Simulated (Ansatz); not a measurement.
According to DFT-PBE in the program Ansatz with PAW potentials, PtW in the orthorhombic phase (Cmcm; W on 4c, Pt on 4c) relaxes to a = 2.715 Å, b = 10.622 Å, c = 4.358 Å. Against the elements it lies at -0.17 eV/atom, with no fitted shifts.

Electronic character: metallic (no gap).

The start of the workflow was typed in or built on a structure type; neither database checked (COD, Materials Project) lists it. Its standing as an ambient phase is unchecked. Symmetry was held in the PBE relaxation; whether a distortion lowers the energy is not shown. No spin polarisation was allowed. Axis ratios of metals converge slowly with the k-mesh, so a and c are less sure than the volume. The references are the lowest solids computed at this level, not always the standard phases. Scalar-relativistic: spin–orbit coupling is off unless named, which matters more the heavier the elements.

Potentials: the later of the program's two PAW sets.
